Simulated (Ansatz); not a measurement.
# MoS2 with arsenic replacing S, one structure, two calculations

Cell: a supercell of MoS2 (space group P6_3/mmc) built from a COD entry, with the ions relaxed around the defect (PBE).

```cif
data_Mo8AsS15
_symmetry_space_group_name_H-M 'P3m1'
_symmetry_Int_Tables_number 156
_cell_length_a 6.3380
_cell_length_b 6.3380
_cell_length_c 12.3240
_cell_angle_alpha 90.000
_cell_angle_beta 90.000
_cell_angle_gamma 120.000
loop_
_atom_site_label
_atom_site_type_symbol
_atom_site_symmetry_multiplicity
_atom_site_Wyckoff_symbol
_atom_site_fract_x
_atom_site_fract_y
_atom_site_fract_z
Mo1 Mo 1 a 0.0000 0.0000 0.2502
Mo2 Mo 3 d 0.0002 0.5001 0.2498
Mo5 Mo 3 d 0.1675 0.8325 0.7520
Mo8 Mo 1 c 0.6667 0.3333 0.7507
As As 1 a 0.0000 0.0000 0.6087
S10 S 3 d 0.0007 0.5004 0.6246
S13 S 3 d 0.1665 0.8335 0.1230
S16 S 1 c 0.6667 0.3333 0.1230
S17 S 1 a 0.0000 0.0000 0.8760
S18 S 3 d 0.9972 0.4986 0.8783
S21 S 3 d 0.1667 0.8333 0.3772
S24 S 1 c 0.6667 0.3333 0.3769
```

One atom of each set is listed.

First run. Computed with Ansatz: DFT, PBE, plane waves and PAW, scalar-relativistic, 420 eV cutoff, Γ-centred 4×4×2 k-points, Fermi–Dirac smearing 0.01 eV, cell charge -1.

| site | V_zz (10²¹ V/m²) | η |
| --- | --- | --- |
| Mo1 | -7.92 | 0.00 |
| Mo2 | -7.65 | 0.00 |
| Mo5 | -7.51 | 0.03 |
| Mo8 | -6.40 | 0.00 |
| As | -12.05 | 0.00 |
| S10 | -5.18 | 0.28 |
| S13 | -5.30 | 0.01 |
| S16 | -5.33 | 0.00 |
| S17 | -5.07 | 0.00 |
| S18 | -4.38 | 0.07 |
| S21 | -4.88 | 0.05 |
| S24 | -5.36 | 0.00 |

Second run. The same atoms and settings, except that the functional is r2SCAN and the cutoff is 500 eV.

Task: Given the first result, estimate the second.

Result: 

```tsv
site	V_zz	η	change of V_zz
Mo1	-8.00	0.00	-0.08
Mo2	-7.73	0.00	-0.08
Mo5	-7.59	0.00	-0.08
Mo8	-6.58	0.00	-0.18
As	-12.89	0.00	-0.84
S10	-5.27	0.28	-0.09
S13	-5.39	0.01	-0.09
S16	-5.42	0.00	-0.09
S17	-5.10	0.00	-0.03
S18	-4.44	0.09	-0.06
S21	-5.00	0.04	-0.12
S24	-5.44	0.00	-0.08
```

The largest change of V_zz is on As, from -12.05 to -12.89. In per cent, |V_zz| changes by +1 to +3 on Mo, +7 on As, +1 to +3 on S (all sites that start above 0.5).

The defect repeats with the cell of 24 atoms, so it feels its images: sites between two images don't show the values beside a lone defect, and zeros or small values of η there can come from the images' arrangement. Mo and S carry a gradient in the pure host already, so the values there aren't the defect's effect alone. The relaxation keeps the site symmetry 3m of the start, so the impurity can move only along its axis; a start off the site could end lower. A uniform background compensates the cell's charge. Without spin–orbit coupling (the program notes it for Mo) the gradients can shift somewhat, as the gap is small.
